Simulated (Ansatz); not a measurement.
Given:

AlN:
```yaml
crystal:
  lattice:
    - [5.37165, 0.00000, 0.00000]
    - [0.00000, 5.37165, 0.00000]
    - [0.00000, 0.00000, 5.37165]
  atoms:
    - { symbol: Al, position: [0.25000, 0.50000, 0.00000] }
    - { symbol: Al, position: [0.75000, 0.50000, 0.00000] }
    - { symbol: Al, position: [0.00000, 0.25000, 0.50000] }
    - { symbol: Al, position: [0.00000, 0.75000, 0.50000] }
    - { symbol: Al, position: [0.50000, 0.00000, 0.25000] }
    - { symbol: Al, position: [0.50000, 0.00000, 0.75000] }
    - { symbol: N, position: [0.50000, 0.25000, 0.00000] }
    - { symbol: N, position: [0.50000, 0.75000, 0.00000] }
    - { symbol: N, position: [0.00000, 0.50000, 0.25000] }
    - { symbol: N, position: [0.00000, 0.50000, 0.75000] }
    - { symbol: N, position: [0.25000, 0.00000, 0.50000] }
    - { symbol: N, position: [0.75000, 0.00000, 0.50000] }
```

This is the PBE-relaxed structure.

Problem. All from DFT-PBE in the program Ansatz with PAW potentials, unless another level is named. Estimate the hole effective mass, band 1 of 3 at the edge.

Solution. 27 along [100], 27 along [110], 0.89 along [111] (mₑ).

Problem. Give the band gap.

Solution. 2.64 eV (direct).

Problem. Predict the electron effective mass.

Solution. 0.33 mₑ (isotropic).

Space group Pm-3n. The start of the workflow was typed in or built on a structure type; neither database checked (COD, Materials Project) lists it. It is not the phase usual at ambient conditions (space group No. 186, 216). The PBE relaxation kept the symmetry of its start; whether a distortion lowers the energy is not shown.

Potentials: the earlier of the program's two PAW sets.
